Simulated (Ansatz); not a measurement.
Method: Ansatz 0.2.0, DFT PBE, scalar-relativistic, plane waves, PAW. Settings: cutoff 420 eV, Γ-centred meshes spaced at most about 0.3 Å⁻¹, and about 0.25 Å⁻¹ or finer for metals (2π included), Gaussian smearing. No spin polarisation in the final relaxations.

All energies are static (0 K, no zero-point motion).

Two forms of Sn₂TeAs₂ were relaxed alike.

A.

Space group P4/mmm (No. 123). a = 4.026 Å, b = 4.026 Å, c = 8.153 Å, α = 90.00°, β = 90.00°, γ = 90.00°
| atom | site | symmetry | x | y | z |
| --- | --- | --- | --- | --- | --- |
| Sn | 2h | 4mm | 0.5000 | 0.5000 | 0.7826 |
| Te | 1a | 4/mmm | 0.0000 | 0.0000 | 0.0000 |
| As | 2e | mmm. | 0.5000 | 0.0000 | 0.5000 |

B.

Space group P6/mmm (No. 191). a = 5.369 Å, b = 5.369 Å, c = 5.798 Å, α = 90.00°, β = 90.00°, γ = 120.00°
```
atom  site  symmetry       x       y       z
  Sn    2c      -6m2  0.3333  0.6667  0.0000
  Te    1a     6/mmm  0.0000  0.0000  0.0000
  As    2d      -6m2  0.3333  0.6667  0.5000
```

**Question.** Which would you expect to be lower, and how large is the difference?

**Answer.** A is lower, by 247 meV/atom. A has space group P4/mmm (No. 123), 26.4 Å³/atom and no gap on its mesh; B has space group P6/mmm (No. 191), 28.9 Å³/atom and no gap. Counting As or Te atoms around Sn (for each partner element, those within 1.25 times its shortest distance or 1.15 times the sum of covalent radii, where it is the nearest in units of that sum or under 1.3; the shortest distance is added where it exceeds 1.18 times the sum of covalent radii), A has Sn 8 from 3.1 Å and B has Sn 5. The denser one is the lower, and pressure would at first widen the difference. Even the lower one lies +0.04 eV/atom against the reference forms of the elements (uncorrected), so neither is stable at this level. Both come from invented guesses.

Spin–orbit coupling, which can matter for Te, is left out. Cells relaxed within their symmetry can be saddle points.
